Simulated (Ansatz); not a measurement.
Starting cell, CdS (wurtzite):

```xyz
4
Lattice="4.1962 0.0000 0.0000 -2.0981 3.6340 0.0000 0.0000 0.0000 6.8295" Properties=species:S:1:pos:R:3 pbc="T T T"
Cd     0.0000     2.4227     6.8238
Cd     2.0981     1.2113     3.4091
S      0.0000     2.4227     2.5654
S      2.0981     1.2113     5.9802
```

In each cell atom 1 (Cd, nearest neighbour S at 2.565 Å; its periodic images, 4.2 Å or more away, move with it) moves by s·(0.000, 0.000, 1.000) (along Cartesian z), the rest being held.

Computed with PBE (plane waves to 420 eV, PAW, scalar-relativistic; Ansatz, a quantum-chemistry and plane-wave program). k mesh 7×7×4 (Γ-centred), Fermi-Dirac smearing 0.05 eV. Energies are smeared free energies. Stress and pressure are positive under compression. CdS was relaxed with its symmetry unable to fall. The zero of ΔE is the undisplaced structure.

Task: Predict the ΔE (meV/cell) and P (GPa) at s (Å) = -0.510, -0.204, 0.204, 0.306, 0.510.

Result: 
```json
[
 {"s (Å)": "-0.510", "ΔE (meV/cell)": "396", "P (GPa)": "1.5"},
 {"s (Å)": "-0.204", "ΔE (meV/cell)": "93", "P (GPa)": "0.4"},
 {"s (Å)": "0.204", "ΔE (meV/cell)": "156", "P (GPa)": "0.5"},
 {"s (Å)": "0.306", "ΔE (meV/cell)": "401", "P (GPa)": "1.4"},
 {"s (Å)": "0.510", "ΔE (meV/cell)": "1485", "P (GPa)": "5.0"}
]
```

(For displaced atoms, the force is minus the slope of the energy, and its curvature is a force constant, which sets phonon frequencies.)
